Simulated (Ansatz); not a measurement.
SrScHO2:
```yaml
crystal:
  lattice:
    - [4.11296, 0.00000, 0.00000]
    - [0.00000, 4.11296, 0.00000]
    - [0.00000, 0.00000, 3.83722]
  atoms:
    - { symbol: Sr, position: [0.50000, 0.50000, 0.50000] }
    - { symbol: Sc, position: [0.00000, 0.00000, 0.00000] }
    - { symbol: O, position: [0.50000, 0.00000, 0.00000] }
    - { symbol: O, position: [0.00000, 0.50000, 0.00000] }
    - { symbol: H, position: [0.00000, 0.00000, 0.50000] }
```

r²SCAN (plane waves, PAW; program Ansatz) gives a gap of 2.89 eV without spin–orbit coupling, maximum at Z, minimum at R.

**Question.** What happens when spin–orbit coupling is switched on?

**Answer.** The gap is nearly the same, to 2.89 eV; maximum at Z, minimum at R.

**Question.** Give the electron effective mass with spin–orbit coupling.

**Answer.** 0.29, 0.88, 1.3 mₑ (principal values).

**Question.** Give the hole effective mass with spin–orbit coupling.

**Answer.** 0.31, 1.0, 1.0 mₑ (principal values).

Space group P4/mmm. The start of the workflow was typed in or built on a structure type; neither database checked (COD, Materials Project) lists it. Whether it is the stable phase at ambient conditions was not checked. The cell was relaxed with r²SCAN under the symmetry of its start; its stability against distortions is not shown here. The run is not spin-polarised.

Potentials: the earlier of the program's two PAW sets.
